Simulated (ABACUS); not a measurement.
Worked example: self-consistent single point of YSi2 (C2/c, 6 atoms in the cell; from Materials Project mp-12769, lattice scaled a little) in ABACUS.

All values come from this method and carry its errors: PBEsol, PseudoDojo 0.4 standard norm-conserving PBEsol (tails mended) pseudopotentials (plane waves; ABACUS).

```yaml
crystal:
  lattice:
    - [2.85888, -2.85766, 0.00000]
    - [2.85888, 2.85766, 0.00000]
    - [-2.75331, 0.00000, 7.44948]
  atoms:
    - { symbol: Y, position: [0.62554, 0.37446, 0.75000] }
    - { symbol: Y, position: [0.37446, 0.62554, 0.25000] }
    - { symbol: Si, position: [0.04299, 0.79141, 0.58513] }
    - { symbol: Si, position: [0.95701, 0.20859, 0.41487] }
    - { symbol: Si, position: [0.20859, 0.95701, 0.91487] }
    - { symbol: Si, position: [0.79141, 0.04299, 0.08513] }
```

Reference input (self-consistent single point, DFT, PBEsol, plane waves, PseudoDojo 0.4 standard norm-conserving PBEsol (tails mended) pseudopotentials): KPT = Gamma 6 6 3 0 0 0; basis_type = pw; ecutwfc = 72 Ry; smearing_method = fd; smearing_sigma = 0.00999582 Ry; potentials = PseudoDojo 0.4 standard norm-conserving PBEsol (tails mended); symmetry = 1; ks_solver = dav; scf_nmax = 100; scf_thr = 1.0e-09 Ry; mixing_type = broyden. This run's input differs from it in these lines:

```diff
@@ -50,3 +50,3 @@
 Gamma
-6 6 3 0 0 0
+8 8 5 0 0 0
```

Output (repeated stretches shortened):

```
 SELF-CONSISTENT
 -------------------------------------------
                                 init_chg = atomic

 PW ALGORITHM --------------- ION=   1  ELEC=   1--------------------------------

 Notice: Threshold on eigenvalues was too large.

 Density error is 0.0955565245845
                          Error Threshold = 0.000248692442528
 E_KohnSham     -197.2215210898      -2683.3364550483
 E_Fermi        0.7476301555         10.1720301111

 PW ALGORITHM --------------- ION=   1  ELEC=   2--------------------------------

 Density error is 0.0230458918006
                          Error Threshold = 0.00025146453838
   [... lines left out ...]

 Density error is 2.39260043733e-09
                          Error Threshold = 3.41712856406e-11
 E_KohnSham     -197.2480930865      -2683.6979856107
 E_Fermi        0.7515772723         10.2257333902

 PW ALGORITHM --------------- ION=   1  ELEC=   8--------------------------------

 Density error is 9.25602585108e-11
                          Error Threshold = 6.29631694035e-12
 E_KohnSham     -197.2480930868      -2683.6979856148
 E_KS(sigma->0) -197.2423215381      -2683.6194596662
 E_entropy(-TS) -0.0115430974        -0.1570518972
 E_Fermi        0.7515771901         10.2257322724
 charge density convergence is achieved
 final etot is -2683.6979856 eV
 EFERMI = 10.225732272 eV

 STATE ENERGY(eV) AND OCCUPATIONS    NSPIN == 1
   [... 26 lines left out ...]

 TOTAL-FORCE (eV/Angstrom)
                        Y1         0.0000000000         0.0193689907         0.0000000000
                        Y2         0.0000000000        -0.0193689907         0.0000000000
                       Si1        -0.0087803368        -0.0057961852         0.1369546748
                       Si2         0.0087803368         0.0057961852        -0.1369546748
                       Si3         0.0087803368        -0.0057961852        -0.1369546748
                       Si4        -0.0087803368         0.0057961852         0.1369546748

 TOTAL-STRESS (KBAR)
       -64.4967021508        -0.0000000000        -1.6828011790
         0.0000000000       -64.5156555319        -0.0000000000
        -1.6828011790         0.0000000000       -61.7462932539
 TOTAL-PRESSURE: -63.586217 KBAR

 --------------------------------------------
 !FINAL_ETOT_IS -2683.6979856148068393 eV
 --------------------------------------------
```

The run converged in 8 iterations. Against the reference run the free energy goes up by 3.4 meV/atom, the pressure stays near -6.36 GPa while the zz stress (positive for compression) goes from -7.14 to -6.17 GPa and the largest force goes from 0.106 to 0.137 eV/Å.

This run is one point of a test of settings, so its values need not be converged; read them against the reference run alone. The structure comes from a collection of computed structures, made at another level of theory; the collection holds predicted forms beside known ones. Its lattice was then scaled.

Cost on one core: very roughly 7 core-minutes.

“Tails mended”: in these copies of the files the far tail of each local potential was reset to the Coulomb form.
